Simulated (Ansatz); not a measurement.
This guess for Y3N is about to be relaxed.

```
CELL_PARAMETERS angstrom
0.00000 3.22255 3.22255
3.22255 0.00000 3.22255
3.22255 3.22255 0.00000
ATOMIC_POSITIONS crystal
Y 0.25000 0.25000 0.25000
Y 0.75000 0.75000 0.75000
Y 0.50000 0.50000 0.50000
N 0.00000 0.00000 0.00000
```

These are results of DFT PBE, scalar-relativistic, plane waves, PAW in Ansatz 0.2.0, not measurements. Cutoff 420 eV, Gaussian smearing, Γ-centred meshes. Cell and atoms relax first on a coarse mesh and then on a finer one. In between, the cell is made exact in the group found at 0.06 Å. In metals the finer mesh still leaves noise of several meV/atom or more. The steps can't lower the symmetry of their start. No spin polarisation.

A guess keeps its type if space group and coordination stay and the shape of the cell changes little (axis ratios within about 15 %, angles within 6°); the volume may change.

**Question.** Will the relaxed cell still be of the starting type?

**Answer.** It keeps its type: symmetry leaves only the cell edge free. The symmetry stays Fm-3m (No. 225). The end has the BiF3 (D0_3) type. The volume per atom grows by 40.2 %, from 16.7 to 23.5 Å³. The shortest distance goes from 2.79 Å (Y–N and Y–Y) to 3.12 Å (Y–N and Y–Y). Counting neighbours within 15 % of an atom's shortest distance, the start has N 8, Y 8 and the end N 8, Y 8.

The last run used a 12×12×12 mesh for its 4-atom cell and Gaussian smearing of 0.10 eV. The cell is a metal run without spin; a magnetic state may lie lower. A structure relaxed within its symmetry needn't be a true minimum.
